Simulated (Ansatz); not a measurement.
## Formation energy of MoS, relaxed from a rocksalt start to space group I4/mmm (read at 0.02 Å)

The computed numbers are results of r²SCAN, scalar-relativistic (collinear spin) in the plane-wave PAW code Ansatz at 500 eV, Γ-centred 12×12×6 mesh, 0.05 eV Gaussian smearing; PAW files: Ansatz's generated set soft_2.

The start was a prototype's sites filled with these elements, not a measured cell.

It takes space group I4/mmm (No. 139, tetragonal). Conventional cell: a = 3.610 Å, b = 3.610 Å, c = 5.090 Å, α = 90.00°, β = 90.00°, γ = 90.00°. Around Mo (site symmetry 4/mmm) lie 6 S at 2.54 to 2.55 Å. S (site symmetry 4/mmm) is surrounded by 6 Mo at 2.54 to 2.55 Å. (Shells end 15 % past the nearest neighbour.)

The elements were computed in their standard states with the same datasets, cutoff and functional. The compound's run is antiferromagnetic, with site spin moments Mo 2.00, -2.00 μB. Absolute energies hang on the potentials; compare differences alone.

Energy of the relaxed cell (4 atoms, smearing extrapolated to zero): -11746.924 eV. Elements, in eV/atom: Mo -4967.595, S -905.816.

**Question.** What is the formation energy?

**Answer.** [-11746.924 − (2 × -4967.595 + 2 × -905.816)] / 4 = -0.03 eV/atom, or -2 kJ per mole of atoms.

The value is for 0 K, without zero-point energy. Uncorrected semilocal values for oxides, chalcogenides and halides often miss by tenths of an eV an atom. A negative value shows stability against the elements alone, not against other compounds or structures.

The run wasn't fully tested for a lower electronic state. Site moments are of spin, integrated over atomic spheres.
